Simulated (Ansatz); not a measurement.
Relaxed-ion elastic tensor of B (α-B12, R-3m) in GPa (Voigt order), r²SCAN (plane waves, PAW; program Ansatz); density 2.48 g/cm³, 7.22 Å³ per atom.

```
  464    111   40.1   27.5    0.0    0.0
  111    464   40.1  -27.5    0.0    0.0
 40.1   40.1    630    0.0    0.0    0.0
 27.5  -27.5    0.0    222    0.0    0.0
  0.0    0.0    0.0    0.0    222   27.5
  0.0    0.0    0.0    0.0   27.5    177
```

Question: Is the crystal mechanically stable?

Answer: Yes: the smallest eigenvalue of C is 164 GPa.

Question: Work out the Voigt, Reuss and Hill averages.

Answer: K_V = 216, K_R = 214, K_H = 215; G_V = 215, G_R = 205, G_H = 210 GPa.

Question: Give Young's modulus, Poisson's ratio, Pugh's ratio and the universal anisotropy index.

Answer: E = 9KG/(3K + G) = 476 GPa; ν = 0.13; K/G = 1.02 (brittle by the Pugh limit of 1.75); A_U = 5G_V/G_R + K_V/K_R − 6 = 0.24.

Question: Estimate the sound speeds and the Debye temperature.

Answer: v_l = √((K + 4G/3)/ρ) = 14100 m/s, v_t = √(G/ρ) = 9200 m/s, mean 10100 m/s; Θ = (h/k)(3n/4πV)^(1/3) v_m = 1550 K.

Question: Solve the Christoffel equation for the three sound speeds along x, y, z.

Answer: Eigenvalues of C_ijkl n_j n_l equal ρv². In km/s, slowest first: x 8.11, 9.72, 13.66; y 8.43, 9.38, 13.71; z 9.45, 9.45, 15.92.

Question: How much does each axis shrink under pressure?

Answer: Linear compressibilities β_i = Σ_j S_ij (j = 1 to 3): x 1.6, y 1.6, z 1.4 per TPa.

Symmetry was held in the r²SCAN relaxation; phonons on a q-mesh show no instability.

Potentials: the later of the program's two PAW sets.
